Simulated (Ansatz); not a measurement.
**Vibrational response of Al2H**

All numbers below come from DFT PBE, scalar-relativistic, plane waves, PAW (Ansatz 0.2.0). Settings: 420 eV plane-wave cutoff, Γ-centred 12×12×12 mesh, Gaussian smearing of 0.10 eV. No spin polarisation. Phonons by linear response, acoustic sum rule imposed.

The cell, relaxed at this level:
```yaml
crystal:
  lattice:
    - [1.40310, 0.81008, 14.56390]
    - [-1.40310, 0.81008, 14.56390]
    - [0.00000, -1.62016, 14.56390]
  atoms:
    - { symbol: Al, position: [0.13968, 0.13968, 0.13968] }
    - { symbol: Al, position: [0.86032, 0.86032, 0.86032] }
    - { symbol: Al, position: [0.24837, 0.24837, 0.24837] }
    - { symbol: Al, position: [0.75163, 0.75163, 0.75163] }
    - { symbol: H, position: [0.00858, 0.00858, 0.00858] }
    - { symbol: H, position: [0.99142, 0.99142, 0.99142] }
```

The structure comes from a proposed guess, relaxed at this level; another structure or a mixture of phases may lie lower. In a metal, frequencies depend on the k mesh and the smearing, soft modes most. No dispersion correction is applied, so modes and constants that involve weak contacts between layers, chains or molecules come out too soft.

(1) Is this structure stable against zone-centre distortions?

(2) List the optical modes at Γ (i marks imaginary ones).

Answers

(1) No: 2 of the 15 optical modes are imaginary.

(2)
```
frequency (THz)  degeneracy
          4.92i           2
           0.59           2
           1.01           2
           2.53           2
           2.83           1
           3.72           2
           4.08           1
           6.36           1
           9.23           1
         129.00           1
```
